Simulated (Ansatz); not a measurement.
**Magnetic orders of ReS**

These are results of DFT r2SCAN, scalar-relativistic, plane waves, PAW (Ansatz 0.2.0), not measurements.

```cif
data_structure
_symmetry_space_group_name_H-M 'P 1'
_symmetry_Int_Tables_number 1
_cell_length_a 3.6555
_cell_length_b 3.6555
_cell_length_c 5.1860
_cell_angle_alpha 90.000
_cell_angle_beta 90.000
_cell_angle_gamma 120.000
_cell_volume 60.01
loop_
_atom_site_label
_atom_site_type_symbol
_atom_site_fract_x
_atom_site_fract_y
_atom_site_fract_z
_atom_site_occupancy
Re1 Re 0.00000 0.00000 0.00000 1
Re2 Re 0.00000 0.00000 0.50000 1
S1 S 0.33333 0.66667 0.25000 1
S2 S 0.66667 0.33333 0.75000 1
```

```
plane-wave cutoff                               : 500 eV
Γ-centred k-mesh                                : 12×12×8
occupation rule                                 : Gaussian smearing, 0.1 eV
list of starting moments (μB, in atom order)    : 3.5 3.5 0 0
check for lower electronic states after the SCF : asked for but not made
```

All runs keep this geometry, which stands near equilibrium for the lowest state (largest force there 0.000 eV/Å, pressure 0.0 GPa) and needn't be a stable compound; relaxing each order can shift differences of a few meV. Signs run over the atoms with starting moments. Site moments are spin moments in atom-centred spheres that scale with the neighbour distance. The states are those that the runs reached from these starts; a lower one can exist.

**Question.** Starts tried: no spin; large parallel starting moments; antiferromagnetic in the cell, signs +-. Which state comes out lowest, and what are the moments?

**Answer.** All starts lose their moments; the cell is non-magnetic at this level.

| start | ends | energy above lowest (meV/atom) | site moments (μB) | gap on mesh (eV) | P (GPa) |
| --- | --- | --- | --- | --- | --- |
| no spin | non-magnetic | 0.00 | none over 0.05 | metal | 0.0 |
| large parallel starting moments | non-magnetic | 0.00 | none over 0.05 | metal | 0.0 |
| antiferromagnetic in the cell, signs +- | non-magnetic | 0.00 | none over 0.05 | metal | 0.0 |

Cost: 3 runs of about 15 core-minutes in all, on AMD EPYC (Zen 3) (shared hosts).